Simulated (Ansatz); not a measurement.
Input file for Ansatz (an electronic-structure program):

Ansatz 0.2 input:
```yaml
crystal:
  lattice:
    - [4.1566491709, 0.0, 0.0]
    - [-2.0783245854, 3.5997637766, 0.0]
    - [0.0, 0.0, 5.8587105573]
  atoms:
    - { symbol: La, position: [0.3333333333, 0.6666666667, 0.9947072839] }
    - { symbol: La, position: [0.6666666667, 0.3333333333, 0.4947072839] }
    - { symbol: N, position: [0.3333333333, 0.6666666667, 0.4152927161] }
    - { symbol: N, position: [0.6666666667, 0.3333333333, 0.9152927161] }
kpoints:
  mp_grid: { grid: [6, 6, 4] }
hamiltonian:
  xc: hse06
  pseudopotentials: { kind: paw }
scf:
  n_extra_bands: 6
  occupations: { method: fixed }
output:
  eigenvalues: true
  eigenstates:
    e_range: [-9.0, 10.2]
    kpoints:
      - [0.333333, 0.333333, 0.0]  # VBM
      - [0.0, 0.0, 0.0]  # CBM
      - [0.0, 0.0, 0.0]  # GAMMA
      - [0.0, 0.0, 0.5]  # A
      - [0.3333333333, 0.3333333333, 0.0]  # K
      - [0.3333333333, 0.3333333333, 0.5]  # H
      - [0.5, 0.0, 0.0]  # M
      - [0.5, 0.0, 0.5]  # L
```

Output (shortened):

```
Pseudopotential: La, paw, valence charge 11
Pseudopotential: N, paw, valence charge 5
Functional definition: HSE06
davidson cushion auto → on  (no smearing: the cushion is to keep the highest requested band from converging to the state above it …
Crystal: 4 atoms, lattice volume = 87.664 Å³
Basis set: ecut = 420 eV, 1669 PW (Γ)
Bands: 22, of which v1, the nominal top of the filled ones, is band 16 counted from 1 (15 counted from 0)
Symmetry: 12 space group operations
Space group: P63mc (ITA 186), of the structure as read, at distance tolerance 4.4e-5 Å
k-points: 21 of 144 (time reversal used)
SCF iter   1: F=—  HF=-13273.346148 eV  |F-HF|=—  |Δ(HF+E_count)|=         —  Δρ=2.47e-3  dr2=5.09e-3  ethr=1.77e-3  ⟨swp⟩=6.4  Hψ=2628  notcnv=0
preconditioner: auto → none
SCF iter   2: F=—  HF=-13273.348428 eV  |F-HF|=—  |Δ(HF+E_count)|=   2.28e-3  Δρ=1.61e-3  dr2=1.72e-3  ethr=1.59e-5  ⟨swp⟩=6.3  Hψ=1990  notcnv=0  defer=2
SCF iter   3: F=—  HF=-13273.348881 eV  |F-HF|=—  |Δ(HF+E_count)|=   4.53e-4  Δρ=1.08e-3  dr2=1.28e-3  ethr=5.37e-6  ⟨swp⟩=5.6  Hψ=1532  notcnv=0  defer=2
iter 4 solved again at ethr=1.34e-7 eV; its pass at ethr=3.99e-6 eV (dr2=4.29e-5 eV) is discarded
SCF iter   4: F=-13273.348900 eV  HF=-13273.348859 eV  |F-HF|=4.07e-5  |Δ(HF+E_count)|=   2.19e-5  Δρ=3.10e-4  dr2=4.92e-5  ethr=1.34e-7  ⟨swp⟩=5.9  Hψ=3102  notcnv=0  defer=39
SCF 1 stopped early in 4 iterations: F = -13273.348900 eV  dr2 = 4.92e-5
Crystal: 4 atoms, lattice volume = 87.664 Å³
Exchange kernel: α = 0.2500, screened, ω = 0.2079 Å⁻¹, Wigner–Seitz truncation, v(0) = 1046.7736 eV·Å³, q-mesh 6×6×4, nearest image of the exchange supercell L …
Frozen-core exchange: fock
SCF iter   1: F=—  HF=-13282.159268 eV  |F-HF|=—  |Δ(HF+E_count)|=         —  Δρ=8.48e-3  dr2=1.24e-1  ethr=1.54e-6  ⟨swp⟩=16.4  Hψ=3978  notcnv=0
preconditioner: auto → none
SCF iter   2: F=—  HF=-13282.132103 eV  |F-HF|=—  |Δ(HF+E_count)|=   2.72e-2  Δρ=8.65e-3  dr2=6.89e-2  ethr=1.54e-6  ⟨swp⟩=9.1  Hψ=3169  notcnv=0  defer=75
SCF iter   3: F=—  HF=-13282.118670 eV  |F-HF|=—  |Δ(HF+E_count)|=   1.34e-2  Δρ=1.93e-3  dr2=5.84e-3  ethr=1.54e-6  ⟨swp⟩=7.6  Hψ=2607  notcnv=0  defer=1
SCF iter   4: F=—  HF=-13282.143343 eV  |F-HF|=—  |Δ(HF+E_count)|=   2.47e-2  Δρ=1.68e-3  dr2=4.15e-3  ethr=1.54e-6  ⟨swp⟩=9.3  Hψ=2700  notcnv=0  defer=57
SCF iter   5: F=—  HF=-13282.142259 eV  |F-HF|=—  |Δ(HF+E_count)|=   1.08e-3  Δρ=4.51e-4  dr2=1.85e-4  ethr=1.54e-6  ⟨swp⟩=5.9  Hψ=1918  notcnv=0  defer=2
SCF iter   6: F=—  HF=-13282.142234 eV  |F-HF|=—  |Δ(HF+E_count)|=   2.50e-5  Δρ=6.12e-5  dr2=3.13e-5  ethr=4.20e-7  ⟨swp⟩=3.0  Hψ=1074  notcnv=0  defer=27
SCF iter   7: F=-13282.142653 eV  HF=-13282.142664 eV  |F-HF|=1.09e-5  |Δ(HF+E_count)|=   4.30e-4  Δρ=1.60e-4  dr2=1.55e-5  ethr=1.09e-8  ⟨swp⟩=8.5  Hψ=2806  notcnv=0  defer=103
SCF 2 stopped early in 7 iterations: F = -13282.142653 eV  dr2 = 1.55e-5
hybrid outer 1: dexx = +2.822e-2 eV, tail = 8.88e-5 eV
Crystal: 4 atoms, lattice volume = 87.664 Å³
Exchange kernel: α = 0.2500, screened, ω = 0.2079 Å⁻¹, Wigner–Seitz truncation, v(0) = 1046.7736 eV·Å³, q-mesh 6×6×4, nearest image of the exchange supercell L …
Frozen-core exchange: fock
SCF iter   1: F=—  HF=-13282.141729 eV  |F-HF|=—  |Δ(HF+E_count)|=         —  Δρ=1.47e-4  dr2=2.52e-5  ethr=1.39e-6  ⟨swp⟩=8.7  Hψ=1564  notcnv=0
preconditioner: auto → none
iter 2 solved again at ethr=1.54e-9 eV; its pass at ethr=7.47e-8 eV (dr2=4.94e-7 eV) is discarded
SCF iter   2: F=—  HF=-13282.141722 eV  |F-HF|=—  |Δ(HF+E_count)|=   6.16e-6  Δρ=2.07e-5  dr2=5.41e-7  ethr=1.54e-9  ⟨swp⟩=6.1  Hψ=3187  notcnv=0  defer=2
SCF iter   3: F=—  HF=-13282.141724 eV  |F-HF|=—  |Δ(HF+E_count)|=   1.67e-6  Δρ=2.46e-5  dr2=7.37e-7  ethr=9.84e-10  ⟨swp⟩=7.0  Hψ=2048  notcnv=0  defer=68
SCF iter   4: F=-13282.141724 eV  HF=-13282.141724 eV  |F-HF|=7.81e-9  |Δ(HF+E_count)|=   1.68e-7  Δρ=2.76e-6  dr2=1.72e-8  ethr=9.84e-10  ⟨swp⟩=5.0  Hψ=1562  notcnv=0  defer=52
SCF 3 converged in 4 iterations: F = -13282.141724 eV  dr2 = 1.72e-8
hybrid outer 2: dexx = +1.720e-6 eV, tail = 5.50e-8 eV, Δε = 5.89e-3 eV (about 2.11e-4 eV left of the loop's levels)
the search or the solves at the SCF's close seem to have found levels that the self-consistency loop had missed (the run counts 6) …
NSCF: frozen V_eff on 8 k-points
hybrid SCF converged: 2 outer / 11 inner (+4 warm-up), last move |dexx| = 1.72e-6 eV, tail = 5.50e-8 eV
Stability not checked (fock_operator)
Free energy (F): -13282.141724 eV
Frozen-core exchange: fock
Harris-Foulkes:  -13282.141724 eV  (|F-HF|=7.81e-9)
Internal energy: -13282.141724 eV  (E = F + TS)
E sigma→0 (E₀):  -13282.141724 eV
Fermi energy:    8.981487 eV
--- Per-component energies (eV) ---
  E_band       = -108.543272
  E_kinetic    = 644.220641
  E_local      = -1151.094735  (includes V_loc(G=0)·N_el)
  E_nonlocal   = 277.574943
  E_hartree    = 389.799449
  E_xc         = -324.044727
  E_vxc        = -360.957488  (∫ρ·V_xc dr)
  E_exx        = -70.381744  (= α·E_x^exact, valence–valence)
  E_paw        = -11100.231027  (= ΣΔE_a)
  E_vpaw       = -157.121627  (= ΣTr[D̂ρ^β])
  E_aug_tail   = 0.000180  (compensation charges beyond the density's cutoff)
  E_ewald      = -1947.600286
  E_core_change = -0.384418  (= ΣΔE_core)
  E_smearing   =  0.000000  (= −TS)
  E_closure    = 0.000000  (closes the sum)
  Σ components = -13282.141724   (vs F -13282.141724, Δ=0.00e0)
  [band-id]    e_kinetic+e_local+e_nonlocal+2·e_hartree+e_vxc+2·e_exx+e_vpaw+e_augmentation_tail = -108.542676   (vs E_band -108.543272, Δ=5.96e-4)
--- Band table (eV; the first three rows and the last of 21) ---
  k-point 0: bands = ["-24.4097", "-24.1713", "-8.3229", "-6.9588", "-6.9588", "-6.6377", "-6.6377", "-6.4782", "-4.2651", "-3.7865", "6.4352", "6.4352", "7.1267", "7.1267", "7.5380", "8.5047", "11.1344", "12.8958", "12.8958", "13.9231", "13.9543", "14.5452"]
  k-point 1: bands = ["-24.3756", "-24.2071", "-8.1482", "-6.9286", "-6.9127", "-6.9127", "-6.6856", "-6.6856", "-3.9137", "-3.6810", "6.4921", "6.4921", "6.9766", "6.9766", "7.0577", "7.8242", "11.7016", "13.3325", "13.3325", "13.4544", "14.5332", "14.7344"]
  k-point 2: bands = ["-24.2923", "-24.2923", "-7.6445", "-7.6445", "-6.8000", "-6.8000", "-6.8000", "-6.8000", "-3.5979", "-3.5979", "6.6891", "6.6891", "6.6891", "6.6891", "6.9517", "6.9517", "12.5780", "12.5780", "14.3195", "14.3195", "14.3195", "14.3195"]
  k-point 20: bands = ["-24.2161", "-24.2161", "-8.7200", "-8.7200", "-7.2622", "-7.2622", "-6.6813", "-6.6813", "-2.3025", "-2.3025", "6.5919", "6.5919", "7.5130", "7.5130", "8.2124", "8.2124", "11.9342", "11.9342", "14.0871", "14.0871", "14.8178", "14.8178"]…
```

Cost: around 4 core-minutes (rough) on shared cores.

The points marked VBM and CBM come from a semilocal run.

Space group P6_3mc. The first step of the workflow began from a Materials Project structure, measured or hypothetical; the Crystallography Open Database copy checked does not list it. COD files the formula under space group No. 225. Its standing as an ambient phase is unchecked. The cell was relaxed with r²SCAN under the symmetry of its start; whether a distortion lowers the energy is not shown. Scalar-relativistic: spin–orbit coupling is off unless named, which matters more the heavier the elements.

Potentials: the later of the program's two PAW sets.

Ansatz is a plane-wave DFT program.
